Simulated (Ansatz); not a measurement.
Input:

NiGe:
```cif
data_Ge4Ni4
_chemical_formula_sum 'Ni4 Ge4'
_space_group_name_H-M_alt 'P 1'
_space_group_IT_number 1
_cell_length_a 5.27619
_cell_length_b 3.46847
_cell_length_c 5.81720
_cell_angle_alpha 90.000
_cell_angle_beta 90.000
_cell_angle_gamma 90.000
loop_
_space_group_symop_operation_xyz
  'x, y, z'
loop_
_atom_site_label
_atom_site_type_symbol
_atom_site_fract_x
_atom_site_fract_y
_atom_site_fract_z
_atom_site_occupancy
Ni1 Ni 0.50503 0.25000 0.69377 1
Ni2 Ni 0.49497 0.75000 0.30623 1
Ni3 Ni 0.99497 0.75000 0.19377 1
Ni4 Ni 0.00503 0.25000 0.80623 1
Ge1 Ge 0.69105 0.25000 0.08667 1
Ge2 Ge 0.30895 0.75000 0.91333 1
Ge3 Ge 0.80895 0.75000 0.58667 1
Ge4 Ge 0.19105 0.25000 0.41333 1
```

This is the r²SCAN-relaxed structure.

Problem. All from the program Ansatz at the r²SCAN level (PAW), unless another level is named. Give the electronic character.

Solution. metallic (no gap).

Problem. Next, the formation energy from the elements (no fitted shifts)?

Solution. -0.26 eV/atom.

Problem. Predict the density of states at the Fermi level.

Solution. 0.32 states/eV per atom (mean over ±0.08 eV).

Problem. What about the gap with spin–orbit coupling?

Solution. none (metallic).

Space group Pnma. The r²SCAN relaxation kept the symmetry of its start. The run is not spin-polarised. The references are the lowest solids computed at this level, not always the standard phases. Spin–orbit coupling is left out wherever it is not named.

Potentials: the earlier of the program's two PAW sets. The files were generated under PBE; for other functionals the program regenerates the frozen cores, and for LDA and PBEsol the local potential too.
